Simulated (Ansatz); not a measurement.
MgS (rock salt, Fm-3m) at seven volumes, DFT-HSE06 in the program Ansatz with PAW potentials, scaled uniformly. One row is withheld.

| V (Å³/atom) | P (GPa) |
|---|---|
| 15.940 | 9.14 |
| 16.465 | 5.61 |
| 16.991 | ? |
| 17.516 | 0.00 |
| 18.041 | -2.23 |
| 18.567 | -4.15 |
| 19.092 | -5.80 |

Task: Fit the shown pressures and predict the withheld one.

Result: P = (3/2)B₀(x^(7/2) − x^(5/2))[1 + (3/4)(B′ − 4)(x − 1)] with x = (V₀/V)^(2/3). Least squares on the six rows gives V₀ = 17.515 Å³/atom, B₀ = 80.1 GPa, B′ = 4.05. At V = 16.991, x = 1.0205 and P = 2.59 GPa. The run itself gave 2.59 GPa.

The cell was relaxed with HSE06 under the symmetry of its start.

Potentials: the later of the program's two PAW sets.
